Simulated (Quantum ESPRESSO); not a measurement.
Sn3WTaIn3, one run as intended and one with a planted mistake

A calculation, not a measurement. The program is pw.x of Quantum ESPRESSO 7.5 (plane-wave density functional theory). The cell is made up: eight metal atoms on a hexagonal close-packed lattice, with elements, volume, strain and displacements drawn at random and not relaxed, so it may be unstable or far from any real phase. PseudoDojo standard norm-conserving files set the functional (PBE unless stated); there is no spin polarisation or spin-orbit coupling, the Fermi-Dirac width of 0.25 eV means electrons at about 2900 K, and the masses in the input are unused placeholders. The tin pseudopotential is less sure than most, with forces differing by about three percent from a second method on plain tin. Heavy elements are run without spin-orbit coupling, which real alloys of them have. A spin test at this wide smearing found no moment, but such smearing suppresses magnetism that the real alloy may have.

Intended input:

```
&control calculation='scf', pseudo_dir='./dojo.nc.sr.pbe.v0_5.standard.upf', outdir='./o', disk_io='minimal', tprnfor=.true., tstress=.true. /
&system ibrav=0, nat=8, ntyp=4, nbnd=66, ecutwfc=74.01313486, nosym=.true., tot_charge=0,
 occupations='smearing', smearing='fd', degauss=0.0183746611
/
&electrons conv_thr=1.470e-08, electron_maxstep=70, mixing_beta=0.5 /
ATOMIC_SPECIES
In 1.0 In.upf
Sn 1.0 Sn.upf
Ta 1.0 Ta.upf
W 1.0 W.upf
CELL_PARAMETERS angstrom
3.1536 0.0414 4.9361
3.036 -0.0298 -4.8638
-3.0848 5.2116 0.0018
ATOMIC_POSITIONS angstrom
Sn -0.0761 0.0012 -0.099
W -1.5044 2.6308 -0.0553
Ta 3.1482 1.7976 -2.3649
In 1.5292 4.2912 -2.3609
In 3.053 0.1088 0.0559
In 1.606 2.5996 0.0556
Sn 3.0394 1.767 2.4868
Sn 1.5249 4.3743 2.4629
K_POINTS automatic
5 5 5 1 1 1
```

The log is shortened where brackets say so; the opening notice, blank lines, dates and the lines on written files are dropped, and the path of the files is cut. It prints rydbergs, bohrs and kilobars, and counts compression as positive stress. Its total energy is the free energy E - TS of the whole cell.

Log of the intended run:

```
     Program PWSCF v.7.5
     Parallel version (MPI & OpenMP), running on       4 processor cores
     Number of MPI processes:                 4
     Threads/MPI process:                     1
     [start-up lines left out]
     bravais-lattice index     =            0
     lattice parameter (alat)  =      11.0693  a.u.
     unit-cell volume          =    1067.6274 (a.u.)^3
     number of atoms/cell      =            8
     number of atomic types    =            4
     number of electrons       =       108.00
     number of Kohn-Sham states=           66
     kinetic-energy cutoff     =      74.0131  Ry
     charge density cutoff     =     296.0525  Ry
     scf convergence threshold =      1.5E-08
     mixing beta               =       0.5000
     number of iterations used =            8  plain     mixing
     Exchange-correlation= PBE
                           (   1   4   3   4   0   0   0)
     [axes and pseudopotential details left out]
   Cartesian axes
     site n.     atom                  positions (alat units)
         1        Sn     tau(   1) = (  -0.0129916   0.0002049  -0.0169010  )
         2        W      tau(   2) = (  -0.2568268   0.4491226  -0.0094407  )
         3        Ta     tau(   3) = (   0.5374516   0.3068811  -0.4037289  )
         4        In     tau(   4) = (   0.2610606   0.7325813  -0.4030460  )
         5        In     tau(   5) = (   0.5211993   0.0185740   0.0095431  )
         6        In     tau(   6) = (   0.2741717   0.4437962   0.0094919  )
         7        Sn     tau(   7) = (   0.5188776   0.3016571   0.4245393  )
         8        Sn     tau(   8) = (   0.2603265   0.7467678   0.4204592  )
     number of k points=    63  Fermi-Dirac smearing, width (Ry)=  0.0184
                       cart. coord. in units 2pi/alat
        k(    1) = (   0.1888991   0.2242089  -0.0038958), wk =   0.0320000
        k(    2) = (   0.1884972   0.4487642  -0.0055224), wk =   0.0320000
     [further k points left out]
     Dense  grid:    91903 G-vectors     FFT dimensions: (  64,  60,  64)
     Estimated max dynamical RAM per process >     350.65 MB
     Estimated total dynamical RAM >       1.30 GB
     Initial potential from superposition of free atoms
     starting charge     107.9823, renormalised to     108.0000
     Starting wfcs are   74 randomized atomic wfcs
     total cpu time spent up to now is        7.5 secs
     per-process dynamical memory:   277.5 Mb
     Self-consistent Calculation
     iteration #  1     ecut=    74.01 Ry     beta= 0.50
     Davidson diagonalization with overlap
     ethr =  1.00E-02,  avg # of iterations =  3.2
     Threshold (ethr) on eigenvalues was too large:
     Diagonalizing with lowered threshold
     Davidson diagonalization with overlap
     ethr =  2.99E-04,  avg # of iterations =  5.0
     total cpu time spent up to now is       41.5 secs
     total energy              =   -1153.00375938 Ry
     estimated scf accuracy    <       0.32856308 Ry
     iteration #  2     ecut=    74.01 Ry     beta= 0.50
     Davidson diagonalization with overlap
     ethr =  3.04E-04,  avg # of iterations =  5.6
     total cpu time spent up to now is       60.4 secs
     total energy              =   -1152.97575057 Ry
     estimated scf accuracy    <       1.24423821 Ry
     [iterations 3 to 9 left out]
     iteration # 10     ecut=    74.01 Ry     beta= 0.50
     Davidson diagonalization with overlap
     ethr =  1.78E-10,  avg # of iterations =  2.3
     total cpu time spent up to now is      191.5 secs
     total energy              =   -1153.13797862 Ry
     estimated scf accuracy    <       0.00000002 Ry
     iteration # 11     ecut=    74.01 Ry     beta= 0.50
     Davidson diagonalization with overlap
     ethr =  1.61E-11,  avg # of iterations =  3.4
     total cpu time spent up to now is      209.2 secs
     End of self-consistent calculation
     [lines on levels left out]
!    total energy              =   -1153.13797862 Ry
     estimated scf accuracy    <          2.2E-09 Ry
     smearing contrib. (-TS)   =      -0.07989263 Ry
     internal energy E=F+TS    =   -1153.05808599 Ry
     The total energy is F=E-TS. E is the sum of the following terms:
     one-electron contribution =    -203.33329875 Ry
     hartree contribution      =     189.02370316 Ry
     xc contribution           =    -315.98715285 Ry
     ewald contribution        =    -822.76133755 Ry
     convergence has been achieved in  11 iterations
     Forces acting on atoms (cartesian axes, Ry/au):
     atom    1 type  2   force =     0.01253390    0.00906259    0.07197881
     atom    2 type  4   force =    -0.00059154    0.00062626    0.01211070
     atom    3 type  3   force =    -0.01994261   -0.01362805   -0.01254382
     atom    4 type  1   force =    -0.02377947   -0.00450929   -0.04820847
     atom    5 type  1   force =     0.00221668   -0.03021389   -0.03822874
     atom    6 type  1   force =    -0.02430679    0.00850474   -0.01610765
     atom    7 type  2   force =     0.03383950    0.01362966   -0.00168323
     atom    8 type  2   force =     0.02003033    0.01652798    0.03268240
     Total force =     0.124885     Total SCF correction =     0.000196
     Computing stress (Cartesian axis) and pressure
          total   stress  (Ry/bohr**3)                   (kbar)     P=      142.61
   0.00080405  -0.00004077   0.00013293          118.28       -6.00       19.56
  -0.00004077   0.00095520  -0.00006335           -6.00      140.51       -9.32
   0.00013293  -0.00006335   0.00114916           19.56       -9.32      169.05
     init_run     :      7.06s CPU      7.32s WALL (       1 calls)
     electrons    :    200.56s CPU    201.75s WALL (       1 calls)
     forces       :      2.01s CPU      2.02s WALL (       1 calls)
     stress       :      6.91s CPU      6.91s WALL (       1 calls)
     [timing details left out]
     PWSCF        :   3m36.75s CPU   3m38.24s WALL
     JOB DONE.
```

A second run has one planted mistake: the files are those of another functional. The input lines that differ:

```
- &control calculation='scf', pseudo_dir='./dojo.nc.sr.pbe.v0_5.standard.upf', outdir='./o', disk_io='minimal', tprnfor=.true., tstress=.true. /
+ &control calculation='scf', pseudo_dir='./dojo.nc.sr.lda.v0_4_1.standard.upf', outdir='./o', disk_io='minimal', tprnfor=.true., tstress=.true. /
```

Its log:

```
     Program PWSCF v.7.5
     Parallel version (MPI & OpenMP), running on       4 processor cores
     Number of MPI processes:                 4
     Threads/MPI process:                     1
     [start-up lines left out]
     bravais-lattice index     =            0
     lattice parameter (alat)  =      11.0693  a.u.
     unit-cell volume          =    1067.6274 (a.u.)^3
     number of atoms/cell      =            8
     number of atomic types    =            4
     number of electrons       =       108.00
     number of Kohn-Sham states=           66
     kinetic-energy cutoff     =      74.0131  Ry
     charge density cutoff     =     296.0525  Ry
     scf convergence threshold =      1.5E-08
     mixing beta               =       0.5000
     number of iterations used =            8  plain     mixing
     Exchange-correlation= SLA  PW   NOGX NOGC
                           (   1   4   0   0   0   0   0)
     [axes and pseudopotential details left out]
   Cartesian axes
     site n.     atom                  positions (alat units)
         1        Sn     tau(   1) = (  -0.0129916   0.0002049  -0.0169010  )
         2        W      tau(   2) = (  -0.2568268   0.4491226  -0.0094407  )
         3        Ta     tau(   3) = (   0.5374516   0.3068811  -0.4037289  )
         4        In     tau(   4) = (   0.2610606   0.7325813  -0.4030460  )
         5        In     tau(   5) = (   0.5211993   0.0185740   0.0095431  )
         6        In     tau(   6) = (   0.2741717   0.4437962   0.0094919  )
         7        Sn     tau(   7) = (   0.5188776   0.3016571   0.4245393  )
         8        Sn     tau(   8) = (   0.2603265   0.7467678   0.4204592  )
     number of k points=    63  Fermi-Dirac smearing, width (Ry)=  0.0184
                       cart. coord. in units 2pi/alat
        k(    1) = (   0.1888991   0.2242089  -0.0038958), wk =   0.0320000
        k(    2) = (   0.1884972   0.4487642  -0.0055224), wk =   0.0320000
     [further k points left out]
     Dense  grid:    91903 G-vectors     FFT dimensions: (  64,  60,  64)
     Estimated max dynamical RAM per process >     350.65 MB
     Estimated total dynamical RAM >       1.30 GB
     Initial potential from superposition of free atoms
     starting charge     107.9864, renormalised to     108.0000
     Starting wfcs are   74 randomized atomic wfcs
     total cpu time spent up to now is        7.8 secs
     per-process dynamical memory:   285.8 Mb
     Self-consistent Calculation
     iteration #  1     ecut=    74.01 Ry     beta= 0.50
     Davidson diagonalization with overlap
     ethr =  1.00E-02,  avg # of iterations =  3.1
     Threshold (ethr) on eigenvalues was too large:
     Diagonalizing with lowered threshold
     Davidson diagonalization with overlap
     ethr =  2.85E-04,  avg # of iterations =  4.7
     total cpu time spent up to now is       41.3 secs
     total energy              =   -1150.76113022 Ry
     estimated scf accuracy    <       0.31620308 Ry
     iteration #  2     ecut=    74.01 Ry     beta= 0.50
     Davidson diagonalization with overlap
     ethr =  2.93E-04,  avg # of iterations =  5.3
     total cpu time spent up to now is       60.1 secs
     total energy              =   -1150.72643839 Ry
     estimated scf accuracy    <       1.24134008 Ry
     [iterations 3 to 8 left out]
     iteration #  9     ecut=    74.01 Ry     beta= 0.50
     Davidson diagonalization with overlap
     ethr =  1.20E-09,  avg # of iterations =  3.5
     total cpu time spent up to now is      172.1 secs
     total energy              =   -1150.88834536 Ry
     estimated scf accuracy    <       0.00000012 Ry
     iteration # 10     ecut=    74.01 Ry     beta= 0.50
     Davidson diagonalization with overlap
     ethr =  1.12E-10,  avg # of iterations =  3.9
     total cpu time spent up to now is      190.2 secs
     End of self-consistent calculation
     [lines on levels left out]
!    total energy              =   -1150.88834538 Ry
     estimated scf accuracy    <       0.00000001 Ry
     smearing contrib. (-TS)   =      -0.08082319 Ry
     internal energy E=F+TS    =   -1150.80752219 Ry
     The total energy is F=E-TS. E is the sum of the following terms:
     one-electron contribution =    -204.97835366 Ry
     hartree contribution      =     188.50433094 Ry
     xc contribution           =    -311.57216191 Ry
     ewald contribution        =    -822.76133755 Ry
     convergence has been achieved in  10 iterations
     Forces acting on atoms (cartesian axes, Ry/au):
     atom    1 type  2   force =     0.01013467    0.00919386    0.06688148
     atom    2 type  4   force =    -0.00136169   -0.00112587    0.00759000
     atom    3 type  3   force =    -0.01441879   -0.00859137   -0.00790612
     atom    4 type  1   force =    -0.01961444   -0.00583169   -0.04557821
     atom    5 type  1   force =     0.00240753   -0.02510745   -0.03783302
     atom    6 type  1   force =    -0.02108054    0.00654885   -0.01463255
     atom    7 type  2   force =     0.02754503    0.01311731   -0.00145564
     atom    8 type  2   force =     0.01638824    0.01179635    0.03293405
     Total force =     0.112941     Total SCF correction =     0.000519
     Computing stress (Cartesian axis) and pressure
          total   stress  (Ry/bohr**3)                   (kbar)     P=       55.74
   0.00023281  -0.00003723   0.00013363           34.25       -5.48       19.66
  -0.00003723   0.00036128  -0.00005854           -5.48       53.15       -8.61
   0.00013363  -0.00005854   0.00054273           19.66       -8.61       79.84
     init_run     :      7.17s CPU      7.40s WALL (       1 calls)
     electrons    :    179.08s CPU    182.36s WALL (       1 calls)
     forces       :      1.96s CPU      1.98s WALL (       1 calls)
     stress       :      6.73s CPU      6.73s WALL (       1 calls)
     [timing details left out]
     PWSCF        :   3m15.36s CPU   3m18.97s WALL
     JOB DONE.
```

|  | intended run | run with the mistake |
| --- | --- | --- |
| free energy (eV) | -15689.241 | -15658.634 |
| entropy term -TS, part of it (eV) | -1.087 | -1.100 |
| pressure (GPa) | 14.26 | 5.57 |
| size of the largest force component (eV/Å) | 1.851 | 1.720 |
| largest change of a force component (eV/Å) |  | 0.162 |
| iterations | 11 | 10 |

For scale, a rerun of the intended cell at a higher cutoff and on a denser mesh moved values by no more than 0.006 eV in energy, 0.06 GPa in stress and 0.006 eV/Å in force, and a second program with other atomic files agreed on that cell to 2 % rms in force and 0.5 GPa in pressure. Files of another functional or element have another zero of energy, so the energy change says nothing on stability.